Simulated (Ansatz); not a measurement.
AlRu:
```
AlRu
1.0
    0.00000     2.46892     2.46892
    2.46892     0.00000     2.46892
    2.46892     2.46892     0.00000
Ru Al
1 1
Direct
  0.00000   0.00000   0.00000
  0.50000   0.50000   0.50000
```

Relaxed with r²SCAN. Special points in fractions of this cell's reciprocal vectors: Γ (0.000, 0.000, 0.000); X (0.500, 0.000, 0.500); U (0.625, 0.250, 0.625); K (0.375, 0.375, 0.750); L (0.500, 0.500, 0.500); W (0.500, 0.250, 0.750).

List the band energies nearest the Fermi level at these points for DFT-r²SCAN with spin–orbit coupling in the program Ansatz with PAW potentials.

In eV from the Fermi level; about four levels below and three above (degenerate sets whole), none deeper than 8.9 eV; points with the same levels are listed once.

```json
[
 {"k": "Γ", "below": "-1.84 -1.84 -1.84 -1.84", "above": "7.03 7.03 7.23 7.23 7.23 7.23"},
 {"k": "X", "below": "-2.68 -2.68 -1.09 -1.09", "above": "0.04 0.04 0.21 0.21"},
 {"k": "U", "below": "-2.04 -2.04 -0.19 -0.19", "above": "0.50 0.50 1.43 1.43"},
 {"k": "L", "below": "-0.37 -0.37 -0.30 -0.30", "above": "1.48 1.48 7.95 7.95"},
 {"k": "W", "below": "-3.42 -3.42 -2.61 -2.61", "above": "0.12 0.12 1.43 1.43"}
]
```

Space group Fm-3m (rock salt). The start of the workflow was typed in or built on a structure type; neither database checked (COD, Materials Project) lists it. COD files the formula under space group No. 221, so this cell is another polymorph or a model. Whether it is the stable phase at ambient conditions was not checked. The r²SCAN relaxation kept the symmetry of its start. At this level the phase is mechanically unstable. No spin polarisation was allowed. Its formation energy is positive at this level, so the cell may be metastable or incomplete.

Potentials: the later of the program's two PAW sets.
